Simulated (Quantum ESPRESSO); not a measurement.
# Computed records: Al$_{4}$NO$_{4}$F (made-up cell)

Calculation on a made-up crystal cell, not a measurement: periodic Kohn-Sham density functional theory in plane waves with PseudoDojo standard norm-conserving scalar-relativistic pseudopotentials, each functional with its own files (v0.5 for PBE, v0.4.1 for LDA and PBEsol), no spin polarisation, no spin-orbit coupling, atoms not relaxed, stress positive in tension, energies less a fixed whole-eV offset for each atom's element; levels are Kohn-Sham levels at fractions of this cell's reciprocal vectors, counted from the reference band (half the neutral cell's valence electrons, rounded up) at Gamma; error bars cover cutoff and k-mesh only, not smearing or the files; each bar is the largest change over components, and at least 0.002 eV, 0.002 eV per angstrom or 0.02 GPa; added strain carries the atoms with the cell, and shear is the tensor component; no dispersion term; energies are for the whole cell, and the offsets were chosen from early runs and are not element reference energies. Program: Quantum ESPRESSO 7.5.

Settings shared by all entries: lattice type corundum; functional pbe; cutoff 1143 eV; fermi dirac smearing 0.025 eV; scf tolerance 1e-07 eV; electrons removed 0; added strain kind uniform; k mesh 6 x 6 x 6, shifted by half a step.

(1) 
```cif
# cell vector a (Å): 2.3857 1.4455 4.3272
# cell vector b (Å): -2.4183 1.3791 4.3662
# cell vector c (Å): -0.0737 -2.8253 4.3469
data_Al4NO4F
_symmetry_space_group_name_H-M 'P 1'
_symmetry_Int_Tables_number 1
_cell_length_a 5.1484
_cell_length_b 5.1782
_cell_length_c 5.1849
_cell_angle_alpha 55.360
_cell_angle_beta 56.970
_cell_angle_gamma 55.454
_cell_volume 88.47
loop_
_atom_site_label
_atom_site_type_symbol
_atom_site_fract_x
_atom_site_fract_y
_atom_site_fract_z
_atom_site_occupancy
Al1 Al 0.35100 0.36282 0.32536 1
Al2 Al 0.09550 0.17569 0.17182 1
Al3 Al 0.67286 0.64033 0.62719 1
Al4 Al 0.86783 0.83995 0.85245 1
N1 N 0.57404 0.94377 0.24381 1
O1 O 0.26261 0.52573 0.93680 1
O2 O 0.89947 0.25786 0.58843 1
O3 O 0.43856 0.06139 0.75188 1
O4 O 0.76961 0.40843 0.06581 1
F1 F 0.06921 0.76079 0.44224 1
_calc_added_strain -0.0012
_calc_structure_shown 'before the added strain of -0.0012'
_calc_free_energy_less_offsets 7.32  # eV
_calc_scf_iterations 13
_calc_smearing_term_minus_ts 0  # eV
_calc_pressure 13.29  # GPa
_calc_stress_xx -14.53  # GPa
_calc_stress_yy -7.768  # GPa
_calc_stress_zz -17.58  # GPa
_calc_stress_yz -2.437  # GPa
_calc_stress_xz -1.39  # GPa
_calc_stress_xy 8.355  # GPa
_calc_reference_band 24
_calc_error_bar_energy 0.002963  # eV
_calc_error_bar_stress 0.02  # GPa
_calc_error_bar_force 0.002  # eV/angstrom
_calc_error_bar_next_band_up 0.002  # eV
_calc_error_bars_from 'tighter rerun of this cell'
```

Atoms:
```csv
atoms element,atom site,atom energy offset (eV)
Al,1,-64
Al,2,-64
Al,3,-64
Al,4,-64
N,5,-283
O,6,-452
O,7,-452
O,8,-452
O,9,-452
F,10,-677
```

Forces:
```csv
site,x (eV/Å),y (eV/Å),z (eV/Å)
1,4.331,-0.7971,-1.186
2,6.738,2.571,4.604
3,-4.184,-2.211,-1.492
4,-3.314,-2.965,2.38
5,-0.1999,-1.011,-0.6895
6,-2.236,0.261,1.27
7,3.157,2.492,-0.7053
8,0.5561,0.1417,-0.8078
9,-5.858,2.124,-2.494
10,1.011,-0.6054,-0.8784
```

Levels:
```csv
level k point,next band up (eV)
Gamma,2.149
"(1/2,1/2,1/2)",4.14
"(0.15,0,0)",2.651
"(0,0.15,0)",2.665
"(0,0,0.15)",2.634
```

(2) 
```cif
# cell vector a (Å): 2.3857 1.4455 4.3272
# cell vector b (Å): -2.4183 1.3791 4.3662
# cell vector c (Å): -0.0737 -2.8253 4.3469
data_Al4NO4F
_symmetry_space_group_name_H-M 'P 1'
_symmetry_Int_Tables_number 1
_cell_length_a 5.1484
_cell_length_b 5.1782
_cell_length_c 5.1849
_cell_angle_alpha 55.360
_cell_angle_beta 56.970
_cell_angle_gamma 55.454
_cell_volume 88.47
loop_
_atom_site_label
_atom_site_type_symbol
_atom_site_fract_x
_atom_site_fract_y
_atom_site_fract_z
_atom_site_occupancy
Al1 Al 0.35100 0.36282 0.32536 1
Al2 Al 0.09550 0.17569 0.17182 1
Al3 Al 0.67286 0.64033 0.62719 1
Al4 Al 0.86783 0.83995 0.85245 1
N1 N 0.57404 0.94377 0.24381 1
O1 O 0.26261 0.52573 0.93680 1
O2 O 0.89947 0.25786 0.58843 1
O3 O 0.43856 0.06139 0.75188 1
O4 O 0.76961 0.40843 0.06581 1
F1 F 0.06921 0.76079 0.44224 1
_calc_added_strain 0.0059
_calc_structure_shown 'before the added strain of 0.0059'
_calc_pressure ?
_calc_stress_xz ?
```

Atoms:
```csv
atoms element,atom site,atom energy offset (eV)
Al,1,-64
Al,2,-64
Al,3,-64
Al,4,-64
N,5,-283
O,6,-452
O,7,-452
O,8,-452
O,9,-452
F,10,-677
```

Questions
1. Estimate the pressure of Al$_{4}$NO$_{4}$F (made-up cell) (entry 2).
2. Give the missing stress xz for Al$_{4}$NO$_{4}$F (made-up cell) (entry 2).

Answers
1. 8.239 GPa
2. -1.159 GPa

Further results for Al$_{4}$NO$_{4}$F (made-up cell) (entry 2):

- free energy less offsets: 7.192 eV
- scf iterations: 13
- smearing term minus ts: 0 eV
- stress xx: -8.79 GPa
- stress yy: -3.28 GPa
- stress zz: -12.65 GPa
- stress yz: -2.584 GPa
- stress xy: 7.611 GPa
- reference band: 24
- error bar energy: 0.002963 eV
- error bar stress: 0.02 GPa
- error bar force: 0.002 eV/Å
- error bar next band up: 0.002 eV
- error bars from: tighter rerun of a related cell

Forces:
```csv
site,x (eV/Å),y (eV/Å),z (eV/Å)
1,4.334,-0.7294,-1.221
2,6.336,2.543,4.393
3,-4.008,-2.093,-1.599
4,-3.262,-2.9,2.397
5,-0.1902,-1.015,-0.6097
6,-2.208,0.1467,1.216
7,2.986,2.416,-0.6597
8,0.5848,0.1725,-0.7894
9,-5.51,2.032,-2.295
10,0.9374,-0.5741,-0.8316
```

Levels:
```csv
level k point,next band up (eV)
Gamma,1.967
"(1/2,1/2,1/2)",3.987
"(0.15,0,0)",2.475
"(0,0.15,0)",2.491
"(0,0,0.15)",2.458
```
